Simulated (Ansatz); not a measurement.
# Which element?

Cell vectors (Å):

```
0.0000 2.8010 2.8010
2.8010 0.0000 2.8010
2.8010 2.8010 0.0000
```

```csv
atom,a,b,c
Na,0.0000,0.0000,0.0000
X,0.5000,0.5000,0.5000
```

All numbers below come from PBEsol, all-electron PAW in Ansatz 0.2.0, datasets made for the crystal, scalar-relativistic. k mesh 8×8×8, strains of ±0.003, fixed occupations.

Elastic constants of a crystal by Kohn-Sham DFT: slopes of the stress over finite engineering strains of the given cell, Voigt indices, Cartesian axes as in the cell vectors.

```
index  elastic (GPa)
   11           54.8
   12           11.4
   44             12
```

Question: All X atoms are one element. Which one was computed?

Answer: Cl; the crystal is NaCl (Fm-3m).
